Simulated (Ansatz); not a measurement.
Data:

As:
```cif
data_As
_chemical_formula_sum 'As1'
_space_group_name_H-M_alt 'P 1'
_space_group_IT_number 1
_cell_length_a 2.90369
_cell_length_b 2.90369
_cell_length_c 2.90369
_cell_angle_alpha 109.471
_cell_angle_beta 109.471
_cell_angle_gamma 109.471
loop_
_space_group_symop_operation_xyz
  'x, y, z'
loop_
_atom_site_label
_atom_site_type_symbol
_atom_site_fract_x
_atom_site_fract_y
_atom_site_fract_z
_atom_site_occupancy
As1 As 0.00000 0.00000 0.00000 1
```

This is the r²SCAN-relaxed structure.

### Question
All from r²SCAN in the plane-wave PAW code Ansatz, unless another level is named. Predict the electronic character.

### Answer
metallic (no gap).

### Question
Predict the density of states at the Fermi level.

### Answer
0.52 states/eV per atom (mean over ±0.08 eV).

### Question
Next, the gap with spin–orbit coupling?

### Answer
none (metallic).

Space group Im-3m (bcc (W type)). The cell is a constructed one: a structure type filled with these elements; neither database checked (COD, Materials Project) lists it. It is not the phase usual at ambient conditions (space group No. 166). The cell was relaxed with r²SCAN under the symmetry of its start; whether a distortion lowers the energy is not shown. Scalar-relativistic: spin–orbit coupling is off unless named, which matters more the heavier the elements.

Potentials: the earlier of the program's two PAW sets.
